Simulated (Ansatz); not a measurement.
**Equation of state of tellurium, bcc**

Method: Ansatz 0.2.0, DFT, PBEsol, plane waves (420 eV) with PAW, scalar-relativistic. The PAW files were generated under PBE, with cores re-solved for the functional.

The cell is scaled uniformly from the relaxed one, with fractional coordinates and shape fixed. Energies are extrapolated to zero smearing, pressures are those at the given smearing. Magnetic state: spin not included.

```
V (Å³/atom)  E − E₀ (meV/atom)  P (GPa)
     23.777              102.2    11.45
     24.858               41.7     6.75
     25.938                9.5     3.01
     27.019               -0.1     0.03
     28.100                8.5    -2.34
     29.181               31.3    -4.20
     30.261               65.4    -5.67
```

**Question.** Fit a third-order Birch-Murnaghan equation.

**Answer.** V₀ = 27.01 Å³/atom, B₀ = 66 GPa, B₀′ = 4.7.
